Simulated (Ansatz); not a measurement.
SiRh:
```xyz
6
Lattice="5.3130 0.0000 0.0000 -2.6565 4.6012 0.0000 0.0000 0.0000 3.8362" Properties=species:S:1:pos:R:3 pbc="T T T"
Rh     2.6565     0.0000     0.0000
Rh     1.3283     2.3006     0.0000
Rh    -1.3283     2.3006     0.0000
Si     0.0000     0.0000     0.0000
Si     0.0000     3.0675     1.9181
Si     2.6565     1.5337     1.9181
```

This is the PBE-relaxed structure.

**Question.** All from the program Ansatz at the PBE level (PAW), unless another level is named. Estimate the electronic character.

**Answer.** metallic (no gap).

**Question.** Predict the formation energy from the elements (no fitted shifts).

**Answer.** -0.49 eV/atom.

**Question.** Predict the density of states at the Fermi level.

**Answer.** 0.29 states/eV per atom (mean over ±0.08 eV).

Space group P6/mmm. The cell is a constructed one: a structure type filled with these elements; neither database checked (COD, Materials Project) lists it. COD files the formula under space group No. 14, so this cell is another polymorph or a model. Its standing as an ambient phase is unchecked. The cell was relaxed with PBE under the symmetry of its start; its stability against distortions is not shown here. No spin polarisation was allowed. The references are the lowest solids computed at this level, not always the standard phases. Spin–orbit coupling is left out wherever it is not named.

Potentials: the later of the program's two PAW sets.
